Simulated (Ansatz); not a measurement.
## Lattice vibrations of Al₄Co₃Ru at Γ

The calculation used DFT PBE, scalar-relativistic, plane waves, PAW (Ansatz 0.2.0). Cutoff 420 eV, 8×8×12 k-points (Γ-centred), Fermi-Dirac smearing of 0.15 eV. No spin polarisation. Phonons by linear response, acoustic sum rule imposed.

Relaxed structure:
```
Al Co Ru
1.0
     5.77809    0.00000    0.00000
     0.00000    5.77809    0.00000
     0.00000    0.00000    2.91907
Al Co Ru
4 3 1
Direct
  0.74633 0.74633 0.00000
  0.74633 0.25367 0.00000
  0.25367 0.74633 0.00000
  0.25367 0.25367 0.00000
  0.00000 0.50000 0.50000
  0.50000 0.00000 0.50000
  0.50000 0.50000 0.50000
  0.00000 0.00000 0.50000
```

It was reached by relaxing an invented guess, and it needn't be the stable form of this composition. In a metal, frequencies depend on the k mesh and the smearing, soft modes most.

Optical modes at Γ:
```tsv
frequency (THz)	degeneracy
4.83	2
5.42	1
5.66	1
5.75	2
6.43	1
7.08	2
7.74	1
8.21	1
8.52	2
9.20	1
9.30	2
9.47	1
10.79	1
11.26	2
12.04	1
```

All 21 optical modes at Γ are real: no displacement of atoms at fixed cell lowers the energy to second order. Strains and modes at other wave vectors aren't tested by this run.
